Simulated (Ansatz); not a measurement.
ZrN (rock salt)

```yaml
crystal:
  lattice:
    - [0.00000, 2.29761, 2.29761]
    - [2.29761, 0.00000, 2.29761]
    - [2.29761, 2.29761, 0.00000]
  atoms:
    - { symbol: N, position: [0.00000, 0.00000, 0.00000] }
    - { symbol: Zr, position: [0.50000, 0.50000, 0.50000] }
```

The slice is a {100} plane (indices of the conventional cell) through the point (0.000, 0.000, 0.000) (fractional), spanned by u = [100] and v = [0 1 -1] in vectors of this cell: u (3.25 Å) and v (3.25 Å, at 90° to u). It covers one period; positions are fractions (u, v).

The numbers are results of PBE (plane waves to 420 eV, PAW, scalar-relativistic; Ansatz, a program for electronic structure), not measurements. k mesh 17×17×17. Inside the PAW spheres the values are not all-electron values, and peaks at nuclei hang on which shells count as valence. The PAW data are Ansatz's earlier set. ZrN is run without spin polarisation. ZrN was relaxed with its symmetry unable to fall.

**Question.** What is the ELF at the density minimum of the shortest N–Zr line in this plane (2.30 Å)?

**Answer.** 0.2.

**Question.** What is the valence density on the shortest N–Zr line in this plane (2.30 Å), at its minimum between the atoms?

**Answer.** 0.44 e/Å³.

**Question.** Sketch the electron localisation function (ELF) on this plane as a map.

**Answer.** 
```
|xxxxxxxx9999997755221100000011225577999999xxxxxx|
|xxxxxxxx9999886633110000000000113366889999xxxxxx|
|xxxxxx99999977441100000000000000114477999999xxxx|
|999999999977441100000011111100000011447799999999|
|999999997744110000112244444422110000114477999999|
|999988774411000022446677887766442200001144778899|
|887766441100002255778899999988775522000011446677|
|555533110000225588999999999999998855220000113355|
|33221100001144779999xxxxxxxxxx999977441100001122|
|111100000022668899xxxxxxxxxxxxxx9988662200000011|
|000000001144779999xxxxxxxxxxxxxx9999774411000000|
|000000001144889999xxxxxxxxxxxxxx9999884411000000|
|000000001144779999xxxxxxxxxxxxxx9999774411000000|
|111100000022668899xxxxxxxxxxxxxx9988662200000011|
|33221100001144779999xxxxxxxxxx999977441100001122|
|555533110000225588999999999999998855220000113355|
|887766441100002255778899999988775522000011446677|
|999988774411000022446677887766442200001144778899|
|999999997744110000112244444422110000114477999999|
|999999999977441100000011111100000011447799999999|
|xxxxxx99999977441100000000000000114477999999xxxx|
|xxxxxxxx9999886633110000000000113366889999xxxxxx|
|xxxxxxxx9999997755221100000011225577999999xxxxxx|
|xxxxxxxx9999998855331100000011335588999999xxxxxx|
```
Scale: ten equal steps from 0.11 (start of '0') to 0.81 (end of '9'), in the order '0123456789'. Values: electron localisation function (ELF). The map has 24 points along u (two characters each, u = 0 at the left) and 24 along v (v = 0 in the bottom row). Points within 0.5 Å of a nucleus are blanked (x), as the pseudised field means little there.
